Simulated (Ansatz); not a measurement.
The calculation used DFT PBE, scalar-relativistic, plane waves, PAW in Ansatz. All cells share a 420 eV cutoff and Γ-centred k meshes spaced at most about 0.3 Å⁻¹ (about 0.25 or finer for metals, 2π included). Collinear spin in cells that started with moments and kept them past the coarse steps, no spin elsewhere.

All energies are static (0 K, no zero-point motion).

Compare these two cells of Al₃VN₄, each relaxed at this level.

A. (site moments V 1.3 μB)

```yaml
crystal:
  lattice:
    - [2.91197, -4.13751, 0.00000]
    - [2.91197, 4.13751, 0.00000]
    - [0.00000, 0.00000, 2.87814]
  atoms:
    - { symbol: Al, position: [0.00000, 0.50000, 0.00000] }
    - { symbol: Al, position: [0.50000, 0.50000, 0.50000] }
    - { symbol: Al, position: [0.50000, 0.00000, 0.00000] }
    - { symbol: V, position: [0.00000, 0.00000, 0.50000] }
    - { symbol: N, position: [0.74148, 0.74148, 0.00000] }
    - { symbol: N, position: [0.74524, 0.25476, 0.50000] }
    - { symbol: N, position: [0.25476, 0.74524, 0.50000] }
    - { symbol: N, position: [0.25852, 0.25852, 0.00000] }
```

B. (site moments V 1.0 μB)

```yaml
crystal:
  lattice:
    - [4.10505, 0.00000, 0.00000]
    - [0.00000, 4.10505, 0.00000]
    - [0.00000, 0.00000, 4.10505]
  atoms:
    - { symbol: Al, position: [0.50000, 0.00000, 0.00000] }
    - { symbol: Al, position: [0.00000, 0.00000, 0.50000] }
    - { symbol: Al, position: [0.00000, 0.50000, 0.00000] }
    - { symbol: V, position: [0.50000, 0.50000, 0.50000] }
    - { symbol: N, position: [0.00000, 0.50000, 0.50000] }
    - { symbol: N, position: [0.50000, 0.50000, 0.00000] }
    - { symbol: N, position: [0.00000, 0.00000, 0.00000] }
    - { symbol: N, position: [0.50000, 0.00000, 0.50000] }
```

Question: Which placement of the atoms is lower in energy, and by how much?

Answer: A is lower, by 23 meV/atom. The two share one framework of sites and differ in which element sits where. A has Al and V ordered on rock salt sites, space group Cmmm (No. 65), 8.7 Å³/atom and no gap on its mesh; B has Al and V ordered on rock salt sites, space group Pm-3m (No. 221), 8.6 Å³/atom and no gap. Counting N atoms around Al and V (those within 1.25 times the shortest such distance or 1.15 times the sum of covalent radii), A and B both have Al 6, V 6. Both come from invented guesses. A third cell relaxed alike, in P4/mmm, lies 22 meV/atom below the lower of the two.

The magnetic state reached may not be the lowest. Cells relaxed within their symmetry can be saddle points.
